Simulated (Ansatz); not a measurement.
All numbers below come from DFT PBE, scalar-relativistic, plane waves, PAW (Ansatz 0.2.0). All cells share a 420 eV cutoff and Γ-centred k meshes spaced at most about 0.3 Å⁻¹ (about 0.25 or finer for metals, 2π included). No spin polarisation in the final relaxations.

All energies are static (0 K, no zero-point motion).

Two relaxed structures of Y4I:

A.

```xyz
5
Lattice="5.6641 0.0000 0.0000 0.0000 5.6641 0.0000 0.0000 0.0000 5.6641" Properties=species:S:1:pos:R:3 pbc="T T T"
Y     0.0000    2.8320    2.8320
Y     2.8320    0.0000    2.8320
Y     2.8320    2.8320    0.0000
Y     0.0000    0.0000    0.0000
I     2.8320    2.8320    2.8320
```

B.

```xyz
5
Lattice="-3.5499 3.5499 3.5499 3.5499 -3.5499 3.5499 3.5499 3.5499 -3.5499" Properties=species:S:1:pos:R:3 pbc="T T T"
Y     1.7749    1.7749   -1.7749
Y     1.7749   -1.7749    1.7749
Y    -1.7749    1.7749    1.7749
Y     1.7749    1.7749    1.7749
I     0.0000    0.0000    0.0000
```

Question: Which is lower in energy, and by how much?

Answer: A is lower, by 257 meV/atom. A has space group Pm-3m (No. 221), 36.3 Å³/atom and no gap on its mesh; B has space group Im-3m (No. 229), 35.8 Å³/atom and no gap. Counting Y atoms around I (those within 1.25 times the shortest such distance or 1.15 times the sum of covalent radii, 1.27 where that leaves under three), A has I 6 and B has I 8. Even the lower one lies +0.11 eV/atom against the reference forms of the elements (uncorrected), so neither is stable at this level. In A, Y on a site of symmetry 4/mmm has 2 I at 2.83 Å and 12 Y at 4.01 Å; Y on a site of symmetry m-3m has 12 Y at 4.01 Å; I is surrounded by 6 Y at 2.83 Å. In B, around Y lie 2 I at 3.07 Å and 6 Y at 3.55 Å; I has 8 Y at 3.07 Å. Both come from invented guesses. A third cell relaxed alike, in Cmmm, lies 235 meV/atom below the lower of the two.

Spin–orbit coupling, which can matter for I, is left out. A magnetic state wasn't ruled out in cells without spin, among them Pm-3m, Im-3m. Cells relaxed within their symmetry can be saddle points.
